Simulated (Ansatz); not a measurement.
**Guessed and relaxed cells of Al4Cl**

Recipe of this trial structure of Al4Cl: random cell by space group and Wyckoff sites (Cmmm, No. 65). The dimensions are guesses.

start:

Space group Cmmm (No. 65). a = 6.070 Å, b = 6.345 Å, c = 5.747 Å, α = 90.00°, β = 90.00°, γ = 90.00°
```json
{"atom": "Al", "site": "8o", "symmetry": ".m.", "x": "0.7040", "y": "0.0000", "z": "0.3354"}
{"atom": "Cl", "site": "2d", "symmetry": "mmm", "x": "0.0000", "y": "0.0000", "z": "0.5000"}
```

Theory: DFT PBE, scalar-relativistic, plane waves, PAW in Ansatz 0.2.0. Cutoff 420 eV, Gaussian smearing, Γ-centred meshes. Cell and atoms relax first on a coarse mesh and then on a finer one. In between, the cell is made exact in the group found at 0.06 Å. In metals the finer mesh still leaves noise of several meV/atom or more. The steps can't lower the symmetry of their start. No spin polarisation.

end:

Space group P6/mmm (No. 191). a = 4.981 Å, b = 4.981 Å, c = 5.251 Å, α = 90.00°, β = 90.00°, γ = 120.00°
```csv
atom,site,symmetry,x,y,z
Al,4h,3m.,0.3333,0.6667,0.2476
Cl,1b,6/mmm,0.0000,0.0000,0.5000
```

The symmetry goes from Cmmm (No. 65) to P6/mmm (No. 191). The volume per atom grows by 2.0 %, from 22.1 to 22.6 Å³. The shortest distance goes from 1.89 Å (Al–Al) to 2.60 Å (Al–Al). The energy falls by about 2.4 eV/atom (the start's value is from the coarse mesh). The end is written in a standard setting, so origin, axes and order of atoms can differ from the start's.

```yaml
Volume_per_atom: 22.57 Å³
Density: 2.11 g/cm³
Energy_over_the_elements: +0.24 eV/atom
Gap_on_the_12×12×8_mesh_of_the_5-atom_cell: 0 eV (a metal)
```

Formation energies are uncorrected and refer to the elements' standard structures at the same level (Cl₂ as a molecule). A positive value: parting into the elements would lower its energy.

The last run used Gaussian smearing of 0.10 eV. A structure relaxed within its symmetry needn't be a true minimum. In all, the 3 runs took 2.9 min on 1 thread of Intel(R) Xeon(R) Processor @ 2.50GHz (Skylake/Cascade Lake), on a shared host. Another cell of Al4Cl relaxed alike, in I4/mmm, lies 179 meV/atom lower, so this cell isn't the stable form at this level.
